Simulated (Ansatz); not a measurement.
# Rb (Fm-3m), clamped-ion strain scan

Theory: Ansatz, DFT PBEsol, scalar-relativistic, plane waves, PAW. Cutoff 420 eV, Γ-centred 12×12×12 k-points, Gaussian smearing of 0.15 eV. No spin polarisation. Energies are free energies at this smearing, counted from the undisturbed cell; pressure is positive in compression.

Zero of the scan (as given, not relaxed at this level; it stands at -0.3 GPa; this fcc form isn't the usual structure):

```yaml
crystal:
  lattice:
    - [0.00000, 3.63988, 3.63988]
    - [3.63988, 0.00000, 3.63988]
    - [3.63988, 3.63988, 0.00000]
  atoms:
    - { symbol: Rb, position: [0.00000, 0.00000, 0.00000] }
```

The cell is strained by ε times the Voigt pattern (1, 1, 0, 0, 0, 0) (xx, yy, zz, yz, xz, xy; engineering shear) with fractional coordinates fixed. The cell is metallic on the mesh throughout.

```csv
ε,ΔE (meV/atom),"stress summed along the pattern (GPa, tension positive)",pressure (GPa)
-0.1000,2.5,-0.83,0.4
-0.0500,-8.2,0.00,0.0
0.0000,0.0,0.52,-0.3
0.0250,9.3,0.69,-0.3
0.0750,?,?,-0.5
```

Q: Give the withheld values.

A: ΔE (meV/atom) at ε = 0.0750: 35.4; stress summed along the pattern (GPa, tension positive) at ε = 0.0750: 0.94.